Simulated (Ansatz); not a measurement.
# AlNi: strain and displacement

```
Al Ni
1.0
     2.88100    0.00000    0.00000
     0.00000    2.88100    0.00000
     0.00000    0.00000    2.88100
Al Ni
1 1
Direct
  0.00000 0.00000 0.00000
  0.50000 0.50000 0.50000
```

Atom numbers follow the list: Al1, Ni2.

The geometry is COD entry 9008802, unchecked; take it as a test cell.

Method: Ansatz 0.2.0, DFT, PBEsol, all-electron LAPW, scalar-relativistic.

The runs use a Γ-centred 13×13×13 k mesh, Fermi–Dirac smearing of 0.05 eV, basis error target 0.5 meV/atom, spin-polarised from start moments Ni2 1.5 μB (the moments died away, and the run ended non-magnetic).

The unchanged cell is at -3.39 GPa.

In a metal, stresses and small energies carry noise from the k mesh.

x, y and z are the Cartesian axes of the cell as listed; fractional coordinates follow a strain, and an engineering shear is twice the off-diagonal strain component.

(1) One change gave: energy change +13 meV/atom; stress change (xx, yy, zz, yz, xz, xy) 0.56, 0.56, 0.56, 4.02, 4.02, 4.02 GPa, compression positive. Which change was it?
A. equal xy, yz and zx engineering shear strains of +3 %
B. equal xy, yz and zx engineering shear strains of -1 %
C. equal xy, yz and zx engineering shear strains of -2 %
D. equal xy, yz and zx engineering shear strains of +2 %
E. equal xy, yz and zx engineering shear strains of -3 %
F. equal xy, yz and zx engineering shear strains of +1 %

## Answers

(1) E. For equal xy, yz and zx engineering shear strains of -2 %: energy change +6 meV/atom; stress change (xx, yy, zz, yz, xz, xy) 0.25, 0.25, 0.25, 2.62, 2.62, 2.62 GPa, compression positive. For equal xy, yz and zx engineering shear strains of +1 %: energy change +1 meV/atom; stress change (xx, yy, zz, yz, xz, xy) 0.06, 0.06, 0.06, -1.22, -1.22, -1.22 GPa, compression positive. For equal xy, yz and zx engineering shear strains of +3 %: energy change +12 meV/atom; stress change (xx, yy, zz, yz, xz, xy) 0.49, 0.49, 0.49, -3.41, -3.41, -3.41 GPa, compression positive. For equal xy, yz and zx engineering shear strains of -1 %: energy change +1 meV/atom; stress change (xx, yy, zz, yz, xz, xy) 0.06, 0.06, 0.06, 1.29, 1.29, 1.29 GPa, compression positive. For equal xy, yz and zx engineering shear strains of +2 %: energy change +5 meV/atom; stress change (xx, yy, zz, yz, xz, xy) 0.22, 0.22, 0.22, -2.37, -2.37, -2.37 GPa, compression positive.
